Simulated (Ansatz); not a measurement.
## AuCu3-type SrHg3

The computed numbers are results of PBEsol, scalar-relativistic (no spin polarisation) in the plane-wave PAW code Ansatz at 420 eV, Γ-centred 8×8×8 mesh, 0.05 eV Gaussian smearing. The datasets are Ansatz's generated set soft_2.

```cif
data_structure
_symmetry_space_group_name_H-M 'Pm-3m'
_symmetry_Int_Tables_number 221
_cell_length_a 4.7254
_cell_length_b 4.7254
_cell_length_c 4.7254
_cell_angle_alpha 90.000
_cell_angle_beta 90.000
_cell_angle_gamma 90.000
_cell_volume 105.51
loop_
_atom_site_label
_atom_site_type_symbol
_atom_site_symmetry_multiplicity
_atom_site_Wyckoff_symbol
_atom_site_fract_x
_atom_site_fract_y
_atom_site_fract_z
_atom_site_occupancy
Sr1 Sr 1 a 0.00000 0.00000 0.00000 1
Hg1 Hg 3 c 0.00000 0.50000 0.50000 1
```

This is a trial structure made by placing the elements on a prototype's sites, so it needn't be the stable form.

The cell above was scaled in volume, its shape and atoms being fixed by the lattice's symmetry. Energies are counted from the cell above.

The cell is relaxed to zero pressure at this level.

```json
{"V (Å³/atom)": "25.323", "ΔE (meV/atom)": "5.52", "P from the stress (GPa)": "1.76"}
{"V (Å³/atom)": "25.851", "ΔE (meV/atom)": "1.31", "P from the stress (GPa)": "0.83"}
{"V (Å³/atom)": "26.379", "ΔE (meV/atom)": "0.00", "P from the stress (GPa)": "0.00"}
{"V (Å³/atom)": "26.906", "ΔE (meV/atom)": "1.23", "P from the stress (GPa)": "-0.71"}
{"V (Å³/atom)": "27.434", "ΔE (meV/atom)": "4.64", "P from the stress (GPa)": "-1.34"}
```

Task: Do the energies and the pressures agree? Compare −ΔE/ΔV between neighbouring points (1 meV/Å³ = 0.1602 GPa) with the mean of their pressures.

Result: 
```csv
interval (Å³/atom),−ΔE/ΔV (GPa),mean P (GPa)
25.32 to 25.85,1.3,1.3
25.85 to 26.38,0.4,0.4
26.38 to 26.91,-0.4,-0.4
26.91 to 27.43,-1.0,-1.0
```
They differ by 0.02 GPa at most.

Task: What do the two routes give for V0, B0 and B0′?

Result: A third-order Birch–Murnaghan fit of the energies: V0 = 26.38 Å³/atom, B0 = 38 GPa, B0′ = 6.0. A polynomial of P in ln V, with B = −dP/d ln V at P = 0: V0 = 26.38 Å³/atom, B0 = 38 GPa, B0′ = 5.8.

B0·V0 = 38.3 GPa × 26.38 Å³ = 6.31 eV/atom sets the scale: near the minimum ΔE ≈ ½ B0 V0 x², with x = V/V0 − 1, and a pressure of 0.4 GPa squeezes the volume by about 1 %. At the ends of the curve: x = −4.0 % predicts 5.0 meV/atom and the run gives 5.5; x = +4.0 % predicts 5.1 meV/atom and the run gives 4.6. Compression costs more and expansion less than the parabola says, since the crystal stiffens as it shrinks; B0′ measures that.

No spin–orbit coupling, a notable omission for heavy elements. The run is a metal.
